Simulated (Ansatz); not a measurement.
input.yaml (Ansatz)

```yaml
crystal:
  lattice:
    - [0.0, 3.3522558733, 3.3522558733]
    - [3.3522558733, 0.0, 3.3522558733]
    - [3.3522558733, 3.3522558733, 0.0]
  atoms:
    - { symbol: "Y", position: [0.125, 0.125, 0.125], spin: 1.0 }
    - { symbol: "Y", position: [0.875, 0.875, 0.875], spin: 1.0 }
hamiltonian:
  xc: mr2scan
  pseudopotentials:
    kind: paw
    azcp:
      "Y": "pseudopotentials/Y.paw.azcp"
basis:
  ecutwfc: 500
  fft_grid_basis: typed
kpoints:
  mp_grid: { grid: [13, 13, 13], shift: [0, 0, 0] }
magnetization:
  spin_polarized: true
scf:
  occupations: { method: fermi_dirac, width: 0.05 }
output:
  stress: true
```

Output

```
Engine: ansatz 0.2.0, aarch64-unknown-linux-gnu
Pseudopotentials: kind: paw
Pseudopotential: Y, paw, valence charge 11, recommended cutoff 500 eV (meta_gga) 
Functional definition: m-r2SCAN
  exchange = m_r2scan_x
  correlation = m_r2scan_c
Crystal: 2 atoms, lattice volume = 75.343 Å³
Basis set: ecut = 500 eV, 1917 PW (Γ), exchange–correlation on 144×144×144 points (64 copies of the dense FFT grid, shifted against one another)
Bands: 16, of which v1, the nominal top of the filled ones, is band 11 counted from 1 (10 counted from 0)
Symmetry: 48 space group operations
Space group: Fd-3m (ITA 227), of the structure as read, at distance tolerance 4.2e-5 Å
Magnetic group: BNS 227.128 (UNI 1630), of the structure as read, at distance tolerance 4.2e-5 Å
k-points: 84 of 2197
Non-local potential: Y, projectors of the file, l = 0: 3, l = 1: 2, l = 2: 2, l = 3: 1
PAW form: soft (Blöchl's): semilocal exchange-correlation on the pseudo side does not see the compensation charge
PAW frozen core: Y, regenerated for the run's functional (the file was generated under x = pbe(κ = 0.804, μ = 0.2195149727645171), c = pbe(β = 0.06672455060314922))
PAW one-centre angular grid: Y, 590 points (default); XC on 160 Gauss nodes
Initial density: superposition of atomic densities (chi_scale 0.1, normalization cell)
Starting moments: Σ|m| = 2 μB on 2 of 2 sites
Initial wavefunctions: pseudopotential atomic-orbital guess
Functional: x = mr2scan, c = mr2scan; τ floored in thin density (d = 2e-4 eV/Å³)
iter 1 solved again at ethr=4.09e-4 eV; its pass at ethr=3.10e-3 eV (dr2=8.99e-2 eV) is discarded
SCF iter   1: F=—  HF=-7714.547769 eV  |F-HF|=—  |Δ(HF+E_count)|=         —  Δρ=1.29e-2 (↑1.29e-2 ↓9.29e-3)  dr2=1.28e-1  dr2_τ=9.95e-3  dr2_m=4.97e-2  M=1.318 μB ∫|m|=1.318 μB  β_m=0.88  ethr=4.09e-4  ⟨swp⟩=2.8  Hψ=18588  notcnv=0
Mixer restart at iter 1: flushing history
eigensolver tolerance schedule calibrated: the retry pair's looser diagonalisation under-reported the residual by θ = 0.30 (0.34/decade); ethr = c·dr2/N_el runs at the constant in force after the calibration composes with the one it found (an armed cap, an earlier calibration), c = 8.8e-3
spin=Collinear: Kerker preconditioning applied to the charge; magnetization (m = ρ↑ − ρ↓) channel mixes plain (no charge-response kernel on spin).
SCF iter   2: F=—  HF=-7714.951849 eV  |F-HF|=—  |Δ(HF+E_count)|=         —  Δρ=8.12e-3 (↑8.12e-3 ↓7.24e-3)  dr2=5.00e-2  dr2_τ=1.59e-3  dr2_m=1.99e-2  M=0.794 μB ∫|m|=0.794 μB  β_m=0.69  ethr=5.13e-5  ⟨swp⟩=3.0  Hψ=6470  notcnv=0
Mixer restart at iter 2: flushing history
SCF iter   3: F=—  HF=-7715.057825 eV  |F-HF|=—  |Δ(HF+E_count)|=   1.06e-1  Δρ=5.29e-3 (↑5.29e-3 ↓5.09e-3)  dr2=2.75e-2  dr2_τ=2.45e-4  dr2_m=6.95e-3  M=0.597 μB ∫|m|=0.597 μB  β_m=1.00  ethr=2.01e-5  ⟨swp⟩=2.5  Hψ=5748  notcnv=0  κ⁻¹=1.0e0(r=1)
...
SCF iter  16: F=—  HF=-7715.162089 eV  |F-HF|=—  |Δ(HF+E_count)|=   4.23e-8  Δρ=5.55e-7 (↑5.55e-7 ↓5.46e-7)  dr2=1.85e-10  dr2_τ=1.71e-11  dr2_m=1.30e-10  M=0.000 μB ∫|m|=0.000 μB  β_m=1.00  ethr=1.47e-12  ⟨swp⟩=3.0  Hψ=6146  notcnv=0  κ⁻¹=2.4e-6(r=8)
SCF iter  17: F=—  HF=-7715.162089 eV  |F-HF|=—  |Δ(HF+E_count)|=   5.54e-9  Δρ=7.38e-7 (↑7.38e-7 ↓6.76e-7)  dr2=1.18e-10  dr2_τ=3.50e-11  dr2_m=3.08e-10  M=0.000 μB ∫|m|=0.000 μB  β_m=1.00  ethr=1.00e-12  ⟨swp⟩=1.0  Hψ=7924  notcnv=0  κ⁻¹=2.1e-6(r=8)
SCF iter  18: F=-7715.162089 eV  HF=-7715.162089 eV  |F-HF|=1.35e-10  |Δ(HF+E_count)|=   3.56e-9  Δρ=2.10e-7 (↑2.10e-7 ↓1.85e-7)  dr2=1.12e-11  dr2_τ=3.13e-12  dr2_m=2.12e-11  M=0.000 μB ∫|m|=0.000 μB  ethr=1.00e-12  ⟨swp⟩=3.0  Hψ=5711  notcnv=0
SCF 1 converged in 18 iterations: F = -7715.162089 eV  dr2 = 1.12e-11
WARN: the starting moments were not kept: the SCF closed with an absolute magnetisation of 5.9e-5 μB, where they sum to 2 μB in size (2 sites). That is at most 0.1 of that sum. Measured as dr2_m measures the in/out step, that magnetisation stands 1.4e-10 eV from none, at or under the dr2_threshold of 1.0e-7 eV: it is no larger than a step whose dr2_m would equal this threshold. The system may hold no moment; this SCF shows only that its start led to no more than that. To try another start: raise the starting moments (crystal.atoms[].spin, magnetization.per_species, magnetization.initial_magnetization, or on a non-collinear deck that types none of these the spinor_matrix: blocks that start its atoms; where the total moment is fixed, keep their sum and leave initial_magnetization as it is; typed ones take the place of any that the run laid by itself, positive ones on a crystal's lanthanoids without a Hubbard term where scf.initial_density.shell_occupations: [] is typed) or, if the notice of its spin-set hold's release reads "site moments contracting" or "site moments show no strong build", lengthen the hold (scf.mixing.spin_hold: { on: { confirm: 4 } }; for m-r²SCAN on two components see the key's manual first). Each may lead to a state that holds a moment. A second SCF, from the converged charge density, with the starting moments and any scf.initial_density.shell_occupations laid on it anew, would have followed, and was not run: the deck does not ask for one (magnetization.retry_lost_moments is false, the default). To let it run, set magnetization.retry_lost_moments: true and run the deck again, where that key's refused combinations let it; where memory then withholds it, that run's warning says so.
this state was not tested for a lower state beside it, because the mixer in use, unlike msr1, does not test its closes by its own steps (another_mixer; see scf.mixing.algorithm and scf.lower_state_search)
SCF converged after 18 iterations
Magnetization: 0.0001 μB (11.0000 up, 11.0000 down)
Absolute magnetization: 0.0001 μB (∫|ρ↑−ρ↓|, with the PAW one-centre terms)
Spin contamination: 0.0000 ħ² per cell (⟨S²⟩ above its minimum at these occupations)
Per-site moments (μB) at R_I (Å): [(1.2825658284038108e-5, 1.1975447328336473), (1.2825658284052524e-5, 1.1975447328336473)]
Free energy (F): -7715.162089 eV
Harris-Foulkes:  -7715.162089 eV  (|F-HF|=1.35e-10)
Internal energy: -7715.132451 eV  (E = F + TS)
E sigma→0 (E₀):  -7715.147270 eV
Entropy (-TS):   -0.029637 eV (-14.819 meV/atom)
Fermi energy:    7.550036 eV
--- Per-component energies (eV) ---
  E_band       = -306.690600
  E_kinetic    = 612.876096
  E_local      = -1520.072217  (includes V_loc(G=0)·N_el)
  E_nonlocal   = 102.550944
  E_hartree    = 507.981726
  E_xc         = -334.104866
  E_vxc        = -442.654533  (∫ρ·V_xc dr)
  E_paw        = -5684.144325  (= ΣΔE_a)
  E_vpaw       = -100.272528  (= ΣTr[D̂ρ^β])
  E_aug_tail   = 0.000006  (compensation charges beyond the density's cutoff)
  E_vtau       = 24.918102  (kinetic-family band-sum trace: ∫τ·v_τ [+ j·A + Jᵃ·Aᵃ] dr)
  E_ewald      = -1399.911908
  E_core_change = -0.307907  (= ΣΔE_core)
  E_smearing   = -0.029637  (= −TS)
  E_closure    = 0.000000  (closes the sum)
  Σ components = -7715.162089   (vs F -7715.162089, Δ=0.00e0)
--- Stress (GPa, compression-positive) ---
        0.844288      -0.000000       0.000000
       -0.000000       0.844288       0.000000
       -0.000000      -0.000000       0.844288
  P = ⅓ Tr σ = 0.8443 GPa (8.443 kbar)
```
